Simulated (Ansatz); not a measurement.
Cu$_{2}$O:
```cif
data_Cu4O2
_chemical_formula_sum 'Cu4 O2'
_space_group_name_H-M_alt 'Pn-3m :1'
_space_group_IT_number 224
_space_group_name_Hall 'P 4n 2 3 -1n'
_cell_length_a 4.29844
_cell_length_b 4.29844
_cell_length_c 4.29844
_cell_angle_alpha 90.000
_cell_angle_beta 90.000
_cell_angle_gamma 90.000
loop_
_atom_site_label
_atom_site_type_symbol
_atom_site_symmetry_multiplicity
_atom_site_Wyckoff_symbol
_atom_site_fract_x
_atom_site_fract_y
_atom_site_fract_z
_atom_site_occupancy
Cu1 Cu 4 b 0.25000 0.25000 0.25000 1
O1 O 2 a 0.00000 0.00000 0.00000 1
```

Relaxed with PBE.

Q: Which orbitals make up the states near the band edges in DFT-PBE in the program Ansatz with PAW potentials?

A: Top 1 eV of the valence band: Cu 3d 70 %, O 2p 16 %, Cu 4s 12 %. Bottom 1 eV of the conduction band: Cu 3d 43 %, Cu 4s 25 %, O 2s 18 %, O 2p 12 %. Projections are on Löwdin-orthogonalised atomic valence shells; empty p or d shells of many metals are not among them.

Q: Tabulate the density of states.

A: States/eV per cell of 6 atoms, in 0.25 eV bins, energy from the valence-band maximum.

| E (eV) | total | Cu 3d | O 2p | Cu 4s |
|---|---|---|---|---|
| -7.35 | 0.00 | 0.00 | 0.00 | 0.00 |
| -7.10 | 8.65 | 1.83 | 5.51 | 1.26 |
| -6.85 | 7.60 | 1.79 | 4.87 | 0.87 |
| -6.60 | 3.93 | 0.93 | 2.60 | 0.33 |
| -6.35 | 3.41 | 0.76 | 2.34 | 0.23 |
| -6.10 | 3.36 | 0.71 | 2.36 | 0.18 |
| -5.85 | 3.07 | 0.62 | 2.25 | 0.11 |
| -5.60 | 9.67 | 1.72 | 7.59 | 0.10 |
| -5.35 | 6.01 | 1.12 | 4.72 | 0.06 |
| -5.10 | 1.78 | 0.25 | 1.48 | 0.02 |
| -4.85 | 0.53 | 0.04 | 0.47 | 0.00 |
| -4.60 | 0.01 | 0.00 | 0.01 | 0.00 |
| -4.35 | 0.22 | 0.09 | 0.05 | 0.08 |
| -4.10 | 0.58 | 0.28 | 0.07 | 0.22 |
| -3.85 | 0.95 | 0.53 | 0.06 | 0.36 |
| -3.60 | 1.42 | 0.86 | 0.04 | 0.50 |
| -3.35 | 2.38 | 1.62 | 0.03 | 0.72 |
| -3.10 | 4.57 | 3.64 | 0.01 | 0.89 |
| -2.85 | 9.79 | 8.79 | 0.02 | 0.92 |
| -2.60 | 7.39 | 7.06 | 0.09 | 0.19 |
| -2.35 | 18.05 | 17.42 | 0.24 | 0.27 |
| -2.10 | 25.85 | 25.40 | 0.14 | 0.20 |
| -1.85 | 27.93 | 27.44 | 0.22 | 0.16 |
| -1.60 | 25.66 | 24.59 | 0.70 | 0.23 |
| -1.35 | 9.42 | 7.90 | 1.08 | 0.31 |
| -1.10 | 7.62 | 5.75 | 1.18 | 0.57 |
| -0.85 | 2.80 | 2.04 | 0.33 | 0.35 |
| -0.60 | 9.25 | 6.49 | 1.45 | 1.19 |
| -0.35 | 4.99 | 3.41 | 0.97 | 0.53 |
| -0.10 | 1.13 | 0.75 | 0.24 | 0.12 |
| 0.15 | 0.00 | 0.00 | 0.00 | 0.00 |
| 0.40 | 0.00 | 0.00 | 0.00 | 0.00 |
| 0.65 | 0.17 | 0.09 | 0.01 | 0.04 |
| 0.90 | 0.35 | 0.16 | 0.03 | 0.08 |
| 1.15 | 0.50 | 0.21 | 0.06 | 0.13 |
| 1.40 | 0.71 | 0.27 | 0.11 | 0.19 |
| 1.65 | 1.28 | 0.37 | 0.19 | 0.39 |
| 1.90 | 3.21 | 0.69 | 0.41 | 1.16 |
| 2.15 | 2.67 | 0.47 | 0.35 | 0.90 |
| 2.40 | 2.37 | 0.38 | 0.34 | 0.74 |
| 2.65 | 3.55 | 0.52 | 0.54 | 0.97 |
| 2.90 | 3.00 | 0.34 | 0.44 | 0.66 |
| 3.15 | 2.11 | 0.23 | 0.33 | 0.40 |
| 3.40 | 2.26 | 0.21 | 0.33 | 0.42 |
| 3.65 | 1.89 | 0.20 | 0.33 | 0.48 |
| 3.90 | 1.56 | 0.14 | 0.22 | 0.49 |
| 4.15 | 1.71 | 0.11 | 0.18 | 0.55 |
| 4.40 | 1.21 | 0.06 | 0.10 | 0.36 |
| 4.65 | 1.19 | 0.07 | 0.13 | 0.43 |
| 4.90 | 1.96 | 0.12 | 0.26 | 0.80 |
| 5.15 | 1.65 | 0.07 | 0.16 | 0.56 |

Symmetry was held in the PBE relaxation. No spin polarisation was allowed. No Hubbard U is applied.

Potentials: the later of the program's two PAW sets.
